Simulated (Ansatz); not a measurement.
CdSe (wurtzite)

```
CdSe
1.0
    4.38272     0.00000     0.00000
   -2.19136     3.79554     0.00000
    0.00000     0.00000     7.15447
Cd Se
2 2
Cartesian
  2.19136   1.26518   0.00337
  0.00000   2.53036   3.58061
  2.19136   1.26518   4.46961
  0.00000   2.53036   0.89237
```

In each cell atom 4 (Se, nearest neighbour Cd at 2.682 Å; its periodic images, 4.4 Å or more away, move with it) moves by s·(0.000, 0.000, 1.000) (along Cartesian z), the rest being held.

Calculation: PBE (plane waves to 420 eV, PAW, scalar-relativistic; Ansatz, an electronic-structure program). k mesh 7×7×4 (Γ-centred), Fermi-Dirac smearing 0.05 eV. Energies are smeared free energies. Left out: 1 of 11 points, with atoms too close for the PAW data. CdSe was relaxed with its symmetry unable to fall. ΔE is measured from the undisplaced structure.

```json
[
 {"s (Å)": "-0.800", "ΔE (meV/cell)": "871"},
 {"s (Å)": "-0.640", "ΔE (meV/cell)": "657"},
 {"s (Å)": "-0.480", "ΔE (meV/cell)": "434"},
 {"s (Å)": "-0.320", "ΔE (meV/cell)": "withheld"},
 {"s (Å)": "-0.160", "ΔE (meV/cell)": "66"},
 {"s (Å)": "0.000", "ΔE (meV/cell)": "0"},
 {"s (Å)": "0.160", "ΔE (meV/cell)": "91"},
 {"s (Å)": "0.320", "ΔE (meV/cell)": "435"},
 {"s (Å)": "0.480", "ΔE (meV/cell)": "1193"},
 {"s (Å)": "0.640", "ΔE (meV/cell)": "2647"}
]
```

Q: Fit a polynomial form (powers 2, 3, 4) to the given rows and predict ΔE at s = -0.320.

A: Least squares on the 9 given rows: ΔE = (3153)·s² + (3790)·s³ + (1979)·s⁴, in meV/cell with s in Å; root-mean-square residual 27.6 meV/cell. At -0.320 the fit gives 219 meV/cell; the calculation gives 226 meV/cell, so the interpolation is off by -7 (-3.1 %). The quadratic term alone would give 323 meV/cell.

(For displaced atoms, the force is minus the slope of the energy, and its curvature is a force constant, which sets phonon frequencies.)
